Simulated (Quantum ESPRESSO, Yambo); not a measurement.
# Quasiparticle gap of KLuO₂ at -0.7 % isotropic strain

```cif
data_K3Lu3O6
_chemical_formula_sum 'O6 K3 Lu3'
_space_group_name_H-M_alt 'R-3m :H'
_space_group_IT_number 166
_space_group_name_Hall '-R 3 2"'
_cell_length_a 3.33073
_cell_length_b 3.33073
_cell_length_c 18.26793
_cell_angle_alpha 90.000
_cell_angle_beta 90.000
_cell_angle_gamma 120.000
loop_
_atom_site_label
_atom_site_type_symbol
_atom_site_symmetry_multiplicity
_atom_site_Wyckoff_symbol
_atom_site_fract_x
_atom_site_fract_y
_atom_site_fract_z
_atom_site_occupancy
O1 O 6 c 0.00000 0.00000 0.22891 1
K1 K 3 a 0.00000 0.00000 0.00000 1
Lu1 Lu 3 b 0.00000 0.00000 0.50000 1
```
(The calculation used a cell of 4 atoms; values per cell refer to that cell.)

The PBEsol cell relaxed from Materials Project entry mp-1178135 was given an isotropic strain of -0.7 % on all lattice vectors, and the atoms were relaxed again.

Starting point: PBEsol (pw.x of Quantum ESPRESSO, ONCV potentials, scalar-relativistic). G0W0 in Yambo: 4×4×4 Γ-centred k mesh, bands 2 to 122 and a 8 Ry block in the screening, 122 bands in G with the Bruneval-Gonze terminator, plasmon pole fitted at 27.2 eV.

```
Property                                             Value
-------------------------------------------------  -------
PBEsol gap along the band path                     3.60 eV
PBEsol gap between the mesh's edge points (Γ → F)  3.60 eV
G0W0 gap between the same points                   4.36 eV
PBEsol smallest direct gap on the mesh (at Γ)      3.82 eV
G0W0 direct gap at that point                      4.47 eV
```

```tsv
k point	band	E PBEsol (eV)	E QP (eV)	shift (eV)	Z
Γ	VB	0.00	0.13	0.13	0.80
Γ	CB	3.82	4.61	0.79	0.86
L	VB	-0.58	-0.35	0.23	0.80
L	CB	4.68	5.57	0.89	0.84
F	VB	-0.40	-0.33	0.07	0.80
F	CB	3.60	4.50	0.90	0.85
```

Energies count from the PBEsol valence-band maximum.

Convergence of the G0W0 settings was not tested.

The 4f states are in the valence at their DFT position.

The structure is a Materials Project entry; no match was found in the copy of COD used, and its stability was not checked.
